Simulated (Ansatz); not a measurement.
# Cu: energy along a strain

Cu, P6_3/mmc, a = 2.534 Å, c = 4.113 Å (as given, not relaxed at this level: -8.1 GPa). This isn't the element's structure at ambient conditions. Ansatz: LDA, PAW, 420 eV, Γ-centred 21×21×12 mesh on 2 atoms, Gaussian smearing 0.15 eV; no spin polarisation. Cell vectors (Å): 2.534 0.000 0.000; -1.267 2.195 0.000; 0.000 0.000 4.113. The cell is strained by x per cent times the pattern (0 0 1 0 0 0) in the order xx yy zz yz xz xy (engineering shears), with fractional coordinates held. y is the free energy over the start, V0 = 11.436 Å³/atom.

```tsv
x (%)	y (meV/atom)
-2.00	?
-1.50	-4.53
-1.00	-3.51
-0.50	-2.00
0.00	0.00
0.50	2.46
1.00	5.37
1.50	8.71
2.00	12.46
```

Task: Fit y = c1 x + c2 x² + c3 x³ to the other rows, get the stiffness along the pattern, and predict the missing energy.

Result: Least squares on the rows shown. y = 4.464 x + 0.9288 x² − 0.02290 x³. The clamped-ion stiffness p·C·p = 2 × 9.288 eV × 160.2 / 11.436 Å³ = 260 GPa, which is C33 in these axes (second derivative at the start, which stands under stress). At x = -2.00 the fit asked for gives -5.03 meV/atom. The run gave -5.01 meV/atom, so the fit is 0.02 meV/atom too low, a small miss on the scale of the series.